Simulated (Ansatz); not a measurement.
Here is the system:

CuIr$_{2}$S$_{4}$:
```xyz
14
Lattice="0.0000 4.8541 4.8541 4.8541 0.0000 4.8541 4.8541 4.8541 0.0000" Properties=species:S:1:pos:R:3 pbc="T T T"
Cu     4.8541     4.8541     4.8541
Cu     7.2811     7.2811     7.2811
Ir     1.2135     1.2135     1.2135
Ir     1.2135     3.6406     3.6406
Ir     3.6406     3.6406     1.2135
Ir     3.6406     1.2135     3.6406
S      8.5836     8.5836     8.5836
S      3.5516     6.1566     6.1566
S      5.9786     5.9786     8.5836
S      6.1566     3.5516     6.1566
S      8.5836     5.9786     5.9786
S      3.5516     3.5516     3.5516
S      5.9786     8.5836     5.9786
S      6.1566     6.1566     3.5516
```

This is the LDA-relaxed structure.

Task: All from LDA in the plane-wave PAW code Ansatz, unless another level is named. Give the Young's modulus.

Result: 136 GPa.

Task: Give the highest zone-centre frequency.

Result: 420 cm^-1.

Space group Fd-3m (spinel). The workflow started from an entry of the Crystallography Open Database (COD, 295 K), which files this formula under 2 space groups. Its standing as an ambient phase is unchecked. The LDA relaxation kept the symmetry of its start; of distortions, only those at the zone centre were tested. No spin polarisation was allowed. As this level gives no gap, phonon frequencies hold no LO–TO term and depend on the k-mesh and smearing (Fermi–Dirac, 0.1 eV here). Scalar-relativistic: spin–orbit coupling is off unless named, which matters more the heavier the elements.

Potentials: the later of the program's two PAW sets.
